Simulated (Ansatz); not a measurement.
## Two inputs for Y

Cell: a structure deposited in the COD, whose atoms a relaxation with PBE at fixed cell left in place.

```xyz
2
Lattice="3.6515 0.0000 0.0000 -1.8257 3.1623 0.0000 0.0000 0.0000 5.7474" Properties=species:S:1:pos:R:3 pbc="T T T"
Y     0.0000    2.1082    1.4369
Y     1.8257    1.0541    4.3106
```

Atom numbers follow the list; atoms alike are taken as one site, whose name carries the number of the first.

Reference run. The numbers come from a DFT calculation in Ansatz (PBE, plane waves and PAW, scalar-relativistic, 420 eV cutoff, Γ-centred 9×9×5 k-points, Fermi–Dirac smearing 0.05 eV).

Q: The input is changed as follows: `basis.ecutrho_ratio`: not typed → 8; `kpoints.mp_grid.shift`: not typed → [0.5, 0.5, 0.5]. What happens to V_zz (10²¹ V/m²) and η?

A: 

| site | atom | V_zz reference | η reference | V_zz changed | η changed |
| --- | --- | --- | --- | --- | --- |
| Y | 1 | 2.91 | 0.00 | 2.75 | 0.03 |

The largest change of V_zz is on Y, from 2.91 to 2.75. Symmetry makes η zero on Y; the changed mesh lacks the crystal's symmetry, and the η that it gives there is an artefact. New warnings: symmetry narrowed by mesh.

On the reference run: With no gap above 0.1 eV, as in a metal, the gradients converge slowly in k; expect changes of a tenth or more on a denser mesh. Without spin–orbit coupling (the program notes it for Y) the gradients can shift somewhat, as the gap is small.
